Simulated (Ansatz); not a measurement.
Data sheet: TaRu (DFT)

TaRu:
```
CELL_PARAMETERS angstrom
      3.02146     0.00000     0.00000
      0.00000     3.02146     0.00000
      0.00000     0.00000     3.39244
ATOMIC_POSITIONS crystal
  Ru 0.00000 0.00000 0.00000
  Ta 0.50000 0.50000 0.50000
```

Space group P4/mmm (No. 123), L1₀ or tetragonal B2; conventional cell a = b = 3.0215 Å, c = 3.3924 Å, α = β = γ = 90.00°.

Method: plane-wave PAW PBEsol (Ansatz code). The cell and atoms are relaxed at this level. Other levels are named where they apply.

**Cell and energy**

```
Quantity                                                         Value
-----------------------------------------------------  ---------------
Volume per atom                                               15.49 Å³
Density                                                    15.12 g/cm³
Formation energy from the elements (no fitted shifts)  -28 kJ/mol-atom
```

**Electronic structure**

```
Property                                                                    Result
------------------------------------  --------------------------------------------
Electronic character                                             metallic (no gap)
Density of states at the Fermi level  1.00 states/eV per atom (mean over ±0.08 eV)
Gap with spin–orbit coupling                                       none (metallic)
```

**Mechanics**

```
Quantity                                                                                                   Value
--------------------------------------------  ------------------------------------------------------------------
Bulk modulus (Birch–Murnaghan fit)                                                                       272 GPa
Pressure derivative B′                                                                                       4.3
Elastic constants (relaxed ions, GPa)         C11 = 406, C12 = 203, C13 = 219, C33 = 371, C44 = 71.1, C66 = 70.3
Mechanical stability                                                      stable (all eigenvalues of C positive)
Hill bulk and shear moduli                                                                      274 and 77.8 GPa
Young's modulus                                                                                          213 GPa
Poisson's ratio                                                                                             0.37
Debye temperature from the elastic constants                                                               305 K
```

**Phonons**

```
Item                                           Result
-----------------------------  ----------------------
Highest zone-centre frequency                19.2 meV
Zone-centre stability          no imaginary mode at Γ
```

The workflow started from an entry of the Crystallography Open Database (COD), which files this formula under 2 space groups. Its standing as an ambient phase is unchecked. The cell was relaxed with PBEsol under the symmetry of its start. The run is not spin-polarised. As this level gives no gap, shear constants depend on the k-mesh and smearing (Fermi–Dirac, 0.1 eV here). As this level gives no gap, phonon frequencies hold no LO–TO term and depend on the k-mesh and smearing (Fermi–Dirac, 0.1 eV here). Axis ratios of metals converge slowly with the k-mesh, so a and c are less sure than the volume. On the denser mesh and wider smearing of the elastic run this cell carries a stress of 0.4 GPa. The references are the lowest solids computed at this level, not always the standard phases. Spin–orbit coupling is left out wherever it is not named.

Potentials: the later of the program's two PAW sets.
